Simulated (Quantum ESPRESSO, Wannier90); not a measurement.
Wannier functions of LiHF₂ (R-3m)

Materials Project entry mp-24199; symmetrised, unrelaxed at this level. Not found in the COD (Crystallography Open Database) copy used; not checked further. Level: LDA, no spin polarisation, no spin-orbit coupling; pw.x of Quantum ESPRESSO at 68 Ry with PseudoDojo potentials, 10×10×10 k-points, Wannier90. Density: 12×12×12 mesh, cold smearing 0.01 Ry.

On the energy scale of pw.x, whose zero is arbitrary, the valence-band maximum lies at -1.17 eV.

Input w.win:

```
num_bands = 1
num_wann = 1
exclude_bands = 2-23
num_iter = 1000
conv_tol = 1.0e-6
conv_window = 4
write_hr = true
write_u_matrices = true
auto_projections = true
begin unit_cell_cart
ang
   -1.4669848801    2.5408923462    0.0000000000
   -2.9339697601    0.0000000000    0.0000000000
   -1.4669848801    0.8469641154    4.3666900000
end unit_cell_cart
begin atoms_frac
Li   0.0000000000  0.0000000000  0.0000000000
H    0.5000000000  0.5000000000  0.5000000000
F   -0.4133070000 -0.4133070000  0.2399210000
F    0.4133070000  0.4133070000 -0.2399210000
end atoms_frac
mp_grid = 10 10 10
begin kpoints
0.0000000000 0.0000000000 0.0000000000
0.0000000000 0.0000000000 0.1000000000
0.0000000000 0.0000000000 0.2000000000
... (997 more lines: the 10x10x10 mesh through Gamma)
end kpoints
```

Input of pw2wannier90.x that gives the overlap and projection files (equivalent; here they were cut from one run over all bands):

```
&inputpp
  outdir = './out'
  prefix = 'pwscf'
  seedname = 'w'
  write_amn = .true.
  write_mmn = .true.
  atom_proj = .true.
  atom_proj_exclude = 2 3 4 5 6 7 8 9 10 11
/
```

Output w.wout (banner and timings cut):

```
                                    ------
                                    SYSTEM
                                    ------

                              Lattice Vectors (Ang)
                    a_1    -1.466985   2.540892   0.000000
                    a_2    -2.933970   0.000000   0.000000
                    a_3    -1.466985   0.846964   4.366690

                   Unit Cell Volume:      32.55324  (Ang^3)

                        Reciprocal-Space Vectors (Ang^-1)
                    b_1     0.000000   2.472826  -0.479630
                    b_2    -2.141530  -1.236413  -0.479630
                    b_3     0.000000   0.000000   1.438890

 *----------------------------------------------------------------------------*
 |   Site       Fractional Coordinate          Cartesian Coordinate (Ang)     |
 +----------------------------------------------------------------------------+
 | li   1   0.00000   0.00000   0.00000   |   -0.00000   0.00000   0.00000    |
 | h    1   0.50000   0.50000   0.50000   |   -2.93397   1.69393   2.18335    |
 | f    1  -0.41331  -0.41331   0.23992   |    1.46698  -0.84696   1.04766    |
 | f    2   0.41331   0.41331  -0.23992   |   -1.46698   0.84696  -1.04766    |
 *----------------------------------------------------------------------------*
                                ------------
                                K-POINT GRID
                                ------------

             Grid size = 10 x 10 x 10      Total points = 1000

 *---------------------------------- MAIN ------------------------------------*
 |  Number of Wannier Functions               :                 1             |
 |  Number of Objective Wannier Functions     :                 1             |
 |  Number of input Bloch states              :                 1             |
 |  Output verbosity (1=low, 5=high)          :                 1             |
 |  Timing Level (1=low, 5=high)              :                 1             |
 |  Optimisation (0=memory, 3=speed)          :                 3             |
 |  Length Unit                               :               Ang             |
 |  Post-processing setup (write *.nnkp)      :                 F             |
 |  Using Gamma-only branch of algorithms     :                 F             |
 *----------------------------------------------------------------------------*
 *------------------------------- WANNIERISE ---------------------------------*
 |  Total number of iterations                :              1000             |
 |  Number of CG steps before reset           :                 5             |
 |  Trial step length for line search         :             2.000             |
 |  Convergence tolerence                     :         0.100E-05             |
 |  Convergence window                        :                 4             |
 |  Iterations between writing output         :                 1             |
 |  Iterations between backing up to disk     :               100             |
 |  Write r^2_nm to file                      :                 F             |
 |  Write xyz WF centres to file              :                 F             |
 |  Write on-site energies <0n|H|0n> to file  :                 F             |
 |  Use guiding centre to control phases      :                 F             |
 |  Use phases for initial projections        :                 F             |
 *----------------------------------------------------------------------------*
 *-------------------------------- PLOTTING ----------------------------------*
 |  Plotting Hamiltonian in WF basis          :                 T             |
 *----------------------------------------------------------------------------*

 *---------------------------------- K-MESH ----------------------------------*
 +----------------------------------------------------------------------------+
 |                    Distance to Nearest-Neighbour Shells                    |
 |                    ------------------------------------                    |
 |          Shell             Distance (Ang^-1)          Multiplicity         |
 |          -----             -----------------          ------------         |
 |             1                   0.143889                      2            |
 |             2                   0.251891                      6            |
 |             3                   0.265237                      6            |
 |             4                   0.287778                      2            |
 |             5                   0.312979                      6            |
 |             6                   0.344470                      6            |
 |             7                   0.416978                      6            |
 |             8                   0.428306                      6            |
       ... (lines left out)
 +----------------------------------------------------------------------------+
 | The b-vectors are chosen automatically                                     |
 | The following shells are used:                       1,  2                 |
 +----------------------------------------------------------------------------+
 |                        Shell   # Nearest-Neighbours                        |
 |                        -----   --------------------                        |
 |                          1               2                                 |
 |                          2               6                                 |
 +----------------------------------------------------------------------------+
 | Completeness relation is fully satisfied [Eq. (B1), PRB 56, 12847 (1997)]  |
 +----------------------------------------------------------------------------+
 |                  b_k Vectors (Ang^-1) and Weights (Ang^2)                  |
 |                  ----------------------------------------                  |
 |            No.         b_k(x)      b_k(y)      b_k(z)        w_b           |
 |            ---        --------------------------------     --------        |
 |             1         0.000000    0.000000    0.143889    22.332817        |
 |             2         0.000000    0.000000   -0.143889    22.332817        |
 |             3        -0.214153   -0.123641   -0.047963     5.451193        |
 |             4         0.000000    0.247283   -0.047963     5.451193        |
 |             5        -0.214153    0.123641    0.047963     5.451193        |
 |             6         0.214153    0.123641    0.047963     5.451193        |
 |             7         0.000000   -0.247283    0.047963     5.451193        |
 |             8         0.214153   -0.123641   -0.047963     5.451193        |
 +----------------------------------------------------------------------------+
 |                           b_k Directions (Ang^-1)                          |
 |                           -----------------------                          |
 |            No.           x           y           z                         |
 |            ---        --------------------------------                     |
 |             1         0.000000    0.000000    0.143889                     |
 |             2        -0.214153   -0.123641   -0.047963                     |
 |             3         0.000000    0.247283   -0.047963                     |
 |             4        -0.214153    0.123641    0.047963                     |
 +----------------------------------------------------------------------------+

 Starting a new Wannier90 calculation ...

 Reading overlaps from w.mmn

 Reading projections from w.amn

 *------------------------------- WANNIERISE ---------------------------------*
 +--------------------------------------------------------------------+<-- CONV
 | Iter  Delta Spread     RMS Gradient      Spread (Ang^2)            |<-- CONV
 +--------------------------------------------------------------------+<-- CONV

 ------------------------------------------------------------------------------
 Initial State
  WF centre and spread    1  ( -0.000000,  0.000000, -0.000000 )     0.15087987
  Sum of centres and spreads ( -0.000000,  0.000000, -0.000000 )     0.15087987

      0     0.151E+00     0.0000000000        0.1508798702  <-- CONV
        O_D=      0.0000000 O_OD=      0.0000000 O_TOT=      0.1508799 <-- SPRD
 ------------------------------------------------------------------------------
      1     0.000E+00     0.0000000001        0.1508798702  <-- CONV
        O_D=      0.0000000 O_OD=      0.0000000 O_TOT=      0.1508799 <-- SPRD
      2     0.000E+00     0.0000000001        0.1508798702  <-- CONV
        O_D=      0.0000000 O_OD=      0.0000000 O_TOT=      0.1508799 <-- SPRD
      3     0.000E+00     0.0000000001        0.1508798702  <-- CONV
        O_D=      0.0000000 O_OD=      0.0000000 O_TOT=      0.1508799 <-- SPRD
      4     0.000E+00     0.0000000001        0.1508798702  <-- CONV
        O_D=      0.0000000 O_OD=      0.0000000 O_TOT=      0.1508799 <-- SPRD
             <<<     Delta < 1.000E-06  over  4 iterations     >>>
             <<< Wannierisation convergence criteria satisfied >>>
 Final State
  WF centre and spread    1  ( -0.000000,  0.000000, -0.000000 )     0.15087987
  Sum of centres and spreads ( -0.000000,  0.000000, -0.000000 )     0.15087987

         Spreads (Ang^2)       Omega I      =     0.150879870
        ================       Omega D      =     0.000000000
                               Omega OD     =     0.000000000
    Final Spread (Ang^2)       Omega Total  =     0.150879870
```
